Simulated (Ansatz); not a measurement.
TaN, DFT, PBEsol, all-electron PAW with datasets made for the crystal, scalar-relativistic (Ansatz 0.2.0), run on 1 thread of Intel(R) Xeon(R) Platinum 8488C (Sapphire Rapids) on a shared host.

The geometry is COD entry 1538016, unchecked; take it as a test cell. The listed cell was then made from it by scaling, straining or moving an atom.

Command: `ansatz run input.yaml --threads 1 --pin off --max-ram 3072MiB --backend cpu --events-out ev --progress --plain --runs-dir out`

```yaml
crystal:
  lattice:
    - [2.8982913036, 0.0, 0.0]
    - [-1.4491456518, 2.5099938965, 0.0]
    - [0.0, 0.0, 2.8440357641]
  atoms:
    - { symbol: Ta, position: [0.3333333333, 0.6666666667, 0.5] }
    - { symbol: "N", position: [0.0, 0.0, 0.0] }
kpoints:
  mp_grid: { grid: [12, 12, 10] }
scf:
  occupations: { method: fermi_dirac, width: 0.02 }
hamiltonian:
  xc: pbesol
  pseudopotentials: { kind: all_electron, datasets: crystal }
output:
  forces: true
  stress: true
  eigenvalues: true
  efg: { contact_densities: true }
```

Problem. How large is the problem that the program sets up?

Solution. 114 irreducible k-points, 515 plane waves at Γ, 22 bands.

Problem. About how long does it take, and how much memory does it use?

Solution. 24 s of wall time for 9 SCF iterations, with a peak of 0.74 GiB. Times on shared machines scatter by tens of per cent.

Problem. And the same cell and mesh by frozen-core PAW, asked for forces, stress, eigenvalues, efg, write_density, write_potential, elf, on the same hardware?

Solution. 4.5 s, peak memory 0.41 GiB.
